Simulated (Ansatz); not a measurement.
Consider the following.

ScSi:
Space group Pm-3m (No. 221); a = b = c = 3.282 Å, α = β = γ = 90.00°

```tsv
atom	site	symmetry	x	y	z
Sc	1a	m-3m	0.0000	0.0000	0.0000
Si	1b	m-3m	0.5000	0.5000	0.5000
```

This is the PBEsol-relaxed structure.

### Question
All from plane-wave PAW PBEsol (Ansatz code), unless another level is named. Predict the bulk modulus (Birch–Murnaghan fit).

### Answer
91.6 GPa.

### Question
Predict the highest zone-centre frequency.

### Answer
251 cm⁻¹.

### Question
What about the elastic constants (relaxed ions, GPa)?

### Answer
C11 = 2.5, C12 = 135, C44 = -52.3.

The cell is a constructed one: a structure type filled with these elements; neither database checked (COD, Materials Project) lists it. Whether it is the stable phase at ambient conditions was not checked. The PBEsol relaxation kept the symmetry of its start. At this level the phase is mechanically unstable. The run is not spin-polarised. As this level gives no gap, shear constants depend on the k-mesh and smearing (Fermi–Dirac, 0.1 eV here). As this level gives no gap, phonon frequencies hold no LO–TO term and depend on the k-mesh and smearing (Fermi–Dirac, 0.1 eV here).

Potentials: the later of the program's two PAW sets.
